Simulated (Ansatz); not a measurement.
# Fields on a plane of Pd (fcc, Cu type)

```
Pd
1.0
    0.00000     1.93777     1.93777
    1.93777     0.00000     1.93777
    1.93777     1.93777     0.00000
Pd
1
Direct
  0.00000   0.00000   0.00000
```

The slice is a {111} plane (indices of the conventional cell) through the point (0.000, 0.000, 0.000) (fractional), spanned by u = [100] and v = [-1 2 0] in vectors of this cell: u (2.74 Å) and v (4.75 Å, at 90° to u). It covers one period; positions are fractions (u, v).

Atoms on it: Pd at (0.00, 0.00); Pd at (0.50, 0.50).

These are PBEsol (plane waves to 420 eV, PAW, scalar-relativistic; Ansatz, a first-principles code) values and carry that method's errors. k mesh 21×21×21. Near the nuclei the fields are pseudised (PAW); where an atom keeps semicore shells as valence, they peak there. Pd is run without spin polarisation. Pd was relaxed with its symmetry unable to fall. The PAW data are Ansatz's earlier set.

```
|99999977663322110011223366779999|
|99998877553311000000113355778899|
|88777755442211000000112244557777|
|66665544221100000000001122445566|
|44443322110000000000000011223344|
|22221111000000000000000000111122|
|00000000000000000000000000000000|
|00000000001111222222111100000000|
|00000000112233444444332211000000|
|00000011224455666666554422110000|
|00001122445577778877775544221100|
|00001133557788999999887755331100|
|00112233667799999999997766332211|
|00112244668899999999998866442211|
|00112233667799999999997766332211|
|00001133557788999999887755331100|
|00001122445577778877775544221100|
|00000011224455666666554422110000|
|00000000112233444444332211000000|
|00000000001111222222111100000000|
|00000000000000000000000000000000|
|22221111000000000000000000111122|
|44443322110000000000000011223344|
|66665544221100000000001122445566|
|88777755442211000000112244557777|
|99998877553311000000113355778899|
|99999977663322110011223366779999|
|99999988664422110011224466889999|
```
Scale: ten equal steps from -0.64 (start of '0') to 1.23 (end of '9'), in the order '0123456789'. Values: log₁₀ of the valence density in e/Å³. The map has 16 points along u (two characters each, u = 0 at the left) and 28 along v (v = 0 in the bottom row). The scale is logarithmic, as a density can span decades between atoms and voids.

```tsv
v \ u	0.00	0.12	0.25	0.38	0.50	0.62	0.75	0.88
0.93	x	x	0.42	0.23	0.21	0.23	0.42	x
0.86	0.43	0.43	0.31	0.19	0.21	0.19	0.31	0.43
0.79	0.27	0.24	0.20	0.21	0.20	0.21	0.20	0.24
0.71	0.20	0.21	0.20	0.24	0.27	0.24	0.20	0.21
0.64	0.21	0.19	0.31	0.43	0.43	0.43	0.31	0.19
0.57	0.21	0.23	0.42	x	x	x	0.42	0.23
0.50	0.21	0.27	0.44	x	x	x	0.44	0.27
0.43	0.21	0.23	0.42	x	x	x	0.42	0.23
0.36	0.21	0.19	0.31	0.43	0.43	0.43	0.31	0.19
0.29	0.20	0.21	0.20	0.24	0.27	0.24	0.20	0.21
0.21	0.27	0.24	0.20	0.21	0.20	0.21	0.20	0.24
0.14	0.43	0.43	0.31	0.19	0.21	0.19	0.31	0.43
0.07	x	x	0.42	0.23	0.21	0.23	0.42	x
0.00	x	x	0.44	0.27	0.21	0.27	0.44	x
```

Values: electron localisation function (ELF). Points within 0.5 Å of a nucleus are blanked (x), as the pseudised field means little there.

| Quantity | Result |
|---|---|
| Density on the Pd–Pd line (2.74 Å) at its midpoint | 0.31 e/Å³ |
| ELF at that point | 0.21 |
